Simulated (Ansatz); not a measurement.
**Notes on TiRe**

```xyz
2
Lattice="3.1373 0.0000 0.0000 0.0000 3.1373 0.0000 0.0000 0.0000 3.1373" Properties=species:S:1:pos:R:3 pbc="T T T"
Re    0.0000    0.0000    0.0000
Ti    1.5686    1.5686    1.5686
```

Method: LDA, with U_eff = 1.38 eV on Re d (all-electron-ortho-atomic projectors), spin-orbit coupling; PAW, plane waves to 420 eV, 8×8×8 Γ-centred mesh, fermi-dirac occupations (width 0.0164 eV) (Ansatz 0.2.0), atoms fixed.

The state carries no moments; the state need not be the lowest.

(1) How is the charge shared?

(2) What does the stress say?

(3) Is there a gap?

Origin: a database entry at a rescaled volume. Caveats: started without moments under time reversal, so no moment could form; atoms or cell far from equilibrium.

It took 22 s on 2 threads of Arm Neoverse V1, with other jobs on the host, peak memory 0.56 GiB, starting from a saved density. The time holds forces, stress, Bader, DOS, bands, ELF.

Answers

(1) Bader charges in e: Ti +1.17, Re -1.17. In the mean Ti gives up most and Re takes most.

(2) The pressure is -15.7 GPa (compression positive), so with the atoms held at these fractions the cell would first shrink.

(3) It is a metal, with about 1.9 states/eV a cell as the mean within 0.25 eV of the Fermi level, mostly Ti d (40 %) and Re d (38 %).
